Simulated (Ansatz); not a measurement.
# ScPd: clamped-ion strain scan

Method: DFT PBEsol, scalar-relativistic, plane waves, PAW (Ansatz). Settings: plane waves to 420 eV, k-mesh 14×14×14 (Γ-centred), Gaussian smearing 0.15 eV. No spin polarisation. Energies are free energies at this smearing, counted from the undisturbed cell; pressure is positive in compression.

The undisturbed cell (as given, not relaxed at this level; it stands at -1.8 GPa, and it needn't be the usual structure):

```
CELL_PARAMETERS angstrom
3.28300 0.00000 0.00000
0.00000 3.28300 0.00000
0.00000 0.00000 3.28300
ATOMIC_POSITIONS crystal
Sc 0.50000 0.50000 0.50000
Pd 0.00000 0.00000 0.00000
```

The cell is strained by ε times the Voigt pattern (0, 0, 0, 1, 0, 0) (xx, yy, zz, yz, xz, xy; engineering shear) with fractional coordinates fixed. The cell is metallic on the mesh throughout.

```tsv
ε	ΔE (meV/atom)
-0.0400	4.1
-0.0200	1.0
0.0000	0.0
0.0050	0.1
0.0100	0.3
0.0150	0.6
0.0250	1.6
0.0300	2.3
0.0350	3.1
```

By symmetry 0.0400 repeats -0.0400, -0.0300 repeats 0.0300, 0.0200 repeats -0.0200, -0.0100 repeats 0.0100 in energy, with the opposite slope along the path.